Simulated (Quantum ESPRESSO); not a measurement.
## Band energies of BaO

```xyz
2
Lattice="0.0000 2.7428 2.7428 2.7428 0.0000 2.7428 2.7428 2.7428 0.0000" Properties=species:S:1:pos:R:3 pbc="T T T"
O      2.7428     2.7428     2.7428
Ba     0.0000     0.0000     0.0000
```

PBEsol (Quantum ESPRESSO, PseudoDojo norm-conserving, 84 Ry, scalar-relativistic); path ΓXWKΓLUWLK,UX; energies in eV from the valence-band maximum.

| k (1/Å) | point | band 4 | band 5 | band 6 | band 7 | band 8 | band 9 | band 10 | band 11 |
|---|---|---|---|---|---|---|---|---|---|
| 0.00 | Γ | -10.20 | -10.20 | -0.54 | -0.54 | -0.54 | 3.55 | 4.69 | 4.69 |
| 0.31 |  | -10.32 | -10.16 | -1.28 | -0.55 | -0.55 | 3.81 | 4.34 | 5.41 |
| 0.73 |  | -10.67 | -10.67 | -1.11 | -0.41 | -0.41 | 2.37 | 5.76 | 7.84 |
| 1.15 | X | -10.85 | -10.85 | -0.27 | -0.27 | 0.00 | 1.84 | 6.11 | 8.41 |
| 1.60 |  | -11.23 | -10.33 | -1.38 | -0.29 | -0.18 | 3.61 | 5.36 | 6.94 |
| 1.72 | W | -11.39 | -10.27 | -1.49 | -0.24 | -0.24 | 4.44 | 4.44 | 7.01 |
| 2.12 | K | -10.71 | -10.67 | -1.05 | -0.86 | -0.16 | 3.28 | 6.36 | 7.17 |
| 2.53 |  | -10.42 | -10.34 | -1.78 | -1.50 | -0.47 | 4.56 | 5.71 | 6.45 |
| 2.83 |  | -10.27 | -10.21 | -1.55 | -1.30 | -0.56 | 4.09 | 5.30 | 5.40 |
| 3.24 |  | -10.20 | -10.20 | -0.62 | -0.59 | -0.54 | 3.67 | 4.61 | 4.72 |
| 3.34 | Γ | -10.20 | -10.20 | -0.54 | -0.54 | -0.54 | 3.55 | 4.69 | 4.69 |
| 3.64 |  | -10.23 | -10.23 | -0.98 | -0.80 | -0.80 | 4.29 | 4.58 | 5.08 |
| 4.03 |  | -10.30 | -10.30 | -1.89 | -1.44 | -1.44 | 4.55 | 6.51 | 6.51 |
| 4.33 | L | -10.33 | -10.33 | -2.15 | -1.63 | -1.63 | 4.93 | 7.29 | 7.29 |
| 4.43 |  | -10.37 | -10.34 | -2.09 | -1.60 | -1.58 | 4.92 | 6.77 | 7.30 |
| 4.83 |  | -10.61 | -10.56 | -1.39 | -1.14 | -0.51 | 4.10 | 5.80 | 7.71 |
| 5.03 | U | -10.71 | -10.67 | -1.05 | -0.86 | -0.16 | 3.28 | 6.36 | 7.17 |
| 5.13 |  | -10.89 | -10.51 | -1.19 | -0.70 | -0.17 | 3.35 | 6.12 | 7.14 |
| 5.44 | W | -11.39 | -10.27 | -1.49 | -0.24 | -0.24 | 4.44 | 4.44 | 7.01 |
| 5.54 |  | -11.35 | -10.28 | -1.51 | -0.30 | -0.30 | 4.47 | 4.50 | 7.09 |
| 5.94 |  | -10.69 | -10.33 | -1.79 | -1.31 | -1.22 | 4.84 | 5.72 | 7.49 |
| 6.25 | L | -10.33 | -10.33 | -2.15 | -1.63 | -1.63 | 4.93 | 7.29 | 7.29 |
| 6.33 |  | -10.36 | -10.34 | -2.10 | -1.61 | -1.59 | 4.92 | 6.84 | 7.30 |
| 6.68 |  | -10.58 | -10.51 | -1.50 | -1.24 | -0.70 | 4.36 | 5.72 | 7.60 |
| 6.95 | K | -10.71 | -10.67 | -1.05 | -0.86 | -0.16 | 3.28 | 6.36 | 7.17 |
| 6.95 | U | -10.71 | -10.67 | -1.05 | -0.86 | -0.16 | 3.28 | 6.36 | 7.17 |
| 7.35 | X | -10.85 | -10.85 | -0.27 | -0.27 | 0.00 | 1.84 | 6.11 | 8.41 |

The PBEsol gap is direct, 1.84 eV at X.

Geometry relaxed with PBEsol.
